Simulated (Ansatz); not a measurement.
Si3N4: gradients before and after relaxing the atoms

Start: a COD entry, taken as it stands.

Space group P6_3/m (No. 176); a = 7.6170, c = 2.9134 Å, γ = 120.00°.

```csv
site,Wyckoff,site symmetry,x,y,z
Si,6h,m..,0.1784,0.7749,0.2500
N7,2c,-6..,0.3333,0.6667,0.2500
N9,6h,m..,0.3359,0.0328,0.2500
```

One atom of each set is listed.

Method: Kohn–Sham DFT in Ansatz, PBE, plane waves and PAW, scalar-relativistic, 420 eV cutoff, Γ-centred 4×4×9 k-points, Fermi–Dirac smearing 0.02 eV.

The largest force at the start is 1.2 eV/Å. Relaxing the ions at fixed cell moves them by 0.046 Å at most (atom 6, Si) and 0.040 Å rms.

```
site  moved (Å)   first shell before   first shell after  V_zz before (10²¹ V/m²)  η before
  Si      0.046   4 N at 1.72–1.75 Å  4 N at 1.73–1.74 Å                    -0.73      0.21
  N7      0.000       3 Si at 1.75 Å      3 Si at 1.73 Å                    -5.17      0.00
  N9      0.040  3 Si at 1.72–1.75 Å      3 Si at 1.74 Å                    -4.88      0.10
```

(1) What are V_zz and η after the relaxation?

Answers

(1) 

```json
{"site": "Si", "V_zz after": "0.98", "η after": "0.42", "change of V_zz": "–"}
{"site": "N7", "V_zz after": "-4.94", "η after": "0.00", "change of V_zz": "+0.23"}
{"site": "N9", "V_zz after": "-5.00", "η after": "0.08", "change of V_zz": "-0.12"}
```

The largest change of V_zz along a kept axis is on N7, from -5.17 to -4.94. The whole tensor moves most on Si, by 1.06 along its most changed direction. In per cent, |V_zz| changes by -4 to +2 on N (all sites that start above 0.5, bar those whose gradient vanishes or changes sign or whose main axis turns by over 40°). On Si the largest principal value lies along another axis in the second run, so the two V_zz can't be compared directly.

Before: At this cell the principal stresses reach 5 GPa in size with PBE, which can matter for small gradients.
